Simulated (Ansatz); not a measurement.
AlN (wurtzite)

```
AlN
1.0
    3.12980     0.00000     0.00000
   -1.56490     2.71049     0.00000
    0.00000     0.00000    10.03466
Al N
4 4
Direct
  0.66667   0.33333   0.00169
  0.66667   0.33333   0.50169
  0.33333   0.66667   0.25169
  0.33333   0.66667   0.75169
  0.66667   0.33333   0.31091
  0.66667   0.33333   0.81091
  0.33333   0.66667   0.06091
  0.33333   0.66667   0.56091
```

The atoms are displaced by Q × the pattern below (from a DFPT mode at A = (0.0, 0.0, 0.5), largest move 1; Q in Å), at fixed cell. It is one choice among 4 degenerate patterns. (q is in reciprocal vectors of the primitive cell; the cell shown is doubled to hold the pattern.)

```
atom      x       y      z
----  -----  ------  -----
Al1   0.000   0.087  0.000
Al2   0.000  -0.087  0.000
Al3   0.000  -0.485  0.000
Al4   0.000   0.485  0.000
N5    0.000   1.000  0.000
N6    0.000  -1.000  0.000
N7    0.000  -0.073  0.000
N8    0.000   0.073  0.000
```

Method: PBE (plane waves to 420 eV, PAW, scalar-relativistic; Ansatz, a first-principles code). k mesh 12×12×4 (Γ-centred), Fermi-Dirac smearing 0.05 eV. Energies are smeared free energies. AlN was relaxed with its symmetry unable to fall. The PAW data are Ansatz's earlier set. The zero of ΔE is the undisplaced structure.

```csv
Q (Å),ΔE (meV/cell)
-0.180,withheld
-0.150,736
-0.120,463
-0.090,257
-0.060,113
-0.030,28
0.000,0
0.030,28
0.060,113
0.090,257
0.120,463
0.150,736
0.180,withheld
```

Fit an even polynomial form (powers 2, 4) to the given rows and predict ΔE at Q = -0.180.

Least squares on the 11 given rows: ΔE = (31160)·Q² + (68860)·Q⁴, in meV/cell with Q in Å; root-mean-square residual 0.1 meV/cell. At -0.180 the fit gives 1082 meV/cell; the calculation gives 1082 meV/cell, the same to the digits shown. The quadratic term alone would give 1010 meV/cell.

(A displaced cell: forces are minus the slopes of the energy, force constants its curvatures, and phonons follow from these.)
